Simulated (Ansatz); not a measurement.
## Phonons of LaS (rocksalt structure)

Computed with Ansatz (plane waves, PAW, 420 eV cutoff): PBEsol, scalar-relativistic, no spin polarisation, Gaussian smearing of 0.15 eV; PAW files: Ansatz's generated set soft_2.

```
La S
1.0
     0.00000    2.90263    2.90263
     2.90263    0.00000    2.90263
     2.90263    2.90263    0.00000
La S
1 1
Cartesian
  2.9026 2.9026 2.9026
  0.0000 0.0000 0.0000
```

The start was a prototype's sites filled with these elements; the Crystallography Open Database holds the compound in this structure.

Force constants come from finite displacements in a 2×2×2 supercell (the unit cell's 10×10×10 k-mesh, folded to it); the long-range dipole term is not included. Points in reciprocal vectors of this cell: Γ = (0.000, 0.000, 0.000), X = (0.500, 0.000, 0.500), U = (0.625, 0.250, 0.625), K = (0.375, 0.375, 0.750), L = (0.500, 0.500, 0.500), W = (0.500, 0.250, 0.750).

Frequencies at the named points (cm⁻¹, imaginary ones negative):
| point | ω (cm⁻¹) |
| --- | --- |
| Γ | 0 0 0 268 268 268 |
| X | 86 86 102 251 251 251 |
| U | 94 103 104 246 250 255 |
| K | 94 103 104 246 250 255 |
| L | 105 112 112 249 249 262 |
| W | 91 91 120 240 255 255 |

**Question.** Is the structure dynamically stable along this path, and where does the spectrum end?

**Answer.** Yes: no branch is imaginary beyond numerical noise. The highest frequency is 268 cm⁻¹, at Γ. Points that don't fit the supercell are interpolated.

**Question.** What does the harmonic approximation give for the vibrational free energy, entropy and heat capacity?

**Answer.** Zero-point energy 32.4 meV/atom.
| T (K) | F_vib (meV/atom) | S (J/K per mole of atoms) | C_V (J/K per mole of atoms) |
| --- | --- | --- | --- |
| 100 | 27.9 | 11.4 | 15.2 |
| 200 | 9.0 | 24.4 | 21.5 |
| 300 | -21.3 | 33.5 | 23.3 |
| 400 | -59.7 | 40.3 | 24.0 |
| 500 | -104.4 | 45.7 | 24.3 |
| 600 | -154.2 | 50.2 | 24.5 |
| 700 | -208.2 | 54.0 | 24.6 |
| 800 | -265.8 | 57.3 | 24.7 |
| 900 | -326.7 | 60.2 | 24.7 |
| 1000 | -390.4 | 62.8 | 24.8 |

The highest mode, 268 cm⁻¹, is worth 380 K. At 300 K the heat capacity has reached 93 % of the classical limit 3R = 24.9 J/K per mole of atoms: a mode at k_BT already holds 92 % of its classical share, and one at 1.5 k_BT 83 %.

The crystal is a metal or nearly so; low and unstable modes depend on mesh and smearing.

Cost: 32 s on 4 threads of Arm Neoverse V2, with other jobs on the host, peak memory 1.4 GiB.

These numbers lack spin–orbit coupling.
